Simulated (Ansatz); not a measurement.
Ba₂BiSb₂:
```
Ba2BiSb2
1.0
   -2.39556     3.84221     5.06715
    2.39556    -3.84221     5.06715
    2.39556     3.84221    -5.06715
Bi Ba Sb
1 2 2
Direct
  0.00000   0.00000   0.00000
  0.72104   0.22104   0.50000
  0.27896   0.77896   0.50000
  0.70100   0.50000   0.20100
  0.29900   0.50000   0.79900
```

Relaxed with r²SCAN. Special points in fractions of this cell's reciprocal vectors: Γ (0.000, 0.000, 0.000); X (0.500, 0.500, -0.500); F2 (0.306, 0.694, -0.306); Σ0 (-0.306, 0.306, 0.306); Y0 (0.394, -0.394, 0.394); U0 (0.606, 0.394, -0.394); R (0.000, 0.500, 0.000); W (0.250, 0.250, 0.250); S (0.500, 0.000, 0.000); T (0.000, 0.000, 0.500).

Q: List the band energies nearest the Fermi level at these points for r²SCAN (plane waves, PAW; program Ansatz).

A: In eV from the Fermi level; about four levels below and three above (degenerate sets whole), none deeper than 8.9 eV; points with the same levels are listed once.

```tsv
k	below	above
Γ	-1.75 -0.91 -0.77 -0.60	0.47 1.15 2.67
X	-2.34 -1.38 -0.40 -0.24	0.07 0.08 1.26
F2	-2.44 -1.77 -1.39 -1.36	1.21 1.76 2.19
Y0	-2.28 -1.49 -0.99 -0.31	0.17 0.96 1.34
R	-2.30 -1.66 -1.62 -1.38	1.30 1.81 2.39
W	-1.92 -1.53 -1.33 -0.78	0.69 1.35 3.41
S	-2.31 -2.29 -1.51 -0.20	0.47 1.02 1.68
T	-1.91 -1.58 -1.52 -0.81	0.93 2.45 2.61
```

Space group Immm. The workflow started from an entry of the Crystallography Open Database (COD, 293 K). Whether it is the stable phase at ambient conditions was not checked. The cell was relaxed with r²SCAN under the symmetry of its start; its stability against distortions is not shown here. Spin–orbit coupling is left out wherever it is not named.

Potentials: the later of the program's two PAW sets.
